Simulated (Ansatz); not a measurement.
HfIr₃ (Cu3Au type, Pm-3m) at seven volumes, DFT-PBEsol in the program Ansatz with PAW potentials, scaled uniformly. One row is withheld.

```json
[
 {"V (Å³/atom)": "13.741", "P (GPa)": "36.07"},
 {"V (Å³/atom)": "14.194", "P (GPa)": "21.93"},
 {"V (Å³/atom)": "14.647", "P (GPa)": "?"},
 {"V (Å³/atom)": "15.100", "P (GPa)": "0.00"},
 {"V (Å³/atom)": "15.553", "P (GPa)": "-8.44"},
 {"V (Å³/atom)": "16.006", "P (GPa)": "-15.53"},
 {"V (Å³/atom)": "16.459", "P (GPa)": "-21.49"}
]
```

Question: Fit the shown pressures and predict the withheld one.

Answer: P = (3/2)B₀(x^(7/2) − x^(5/2))[1 + (3/4)(B′ − 4)(x − 1)] with x = (V₀/V)^(2/3). Least squares on the six rows gives V₀ = 15.100 Å³/atom, B₀ = 306 GPa, B′ = 4.74. At V = 14.647, x = 1.0205 and P = 10.02 GPa. The run itself gave 10.03 GPa.

The workflow started from a Materials Project entry (that database holds measured and hypothetical structures alike); the Crystallography Open Database files this formula in space group No. 221, but the cells were not matched. Its standing as an ambient phase is unchecked. Symmetry was held in the PBEsol relaxation; of distortions, only those at the zone centre were tested. No spin polarisation was allowed. Scalar-relativistic: spin–orbit coupling is off unless named, which matters more the heavier the elements.

Potentials: the later of the program's two PAW sets.
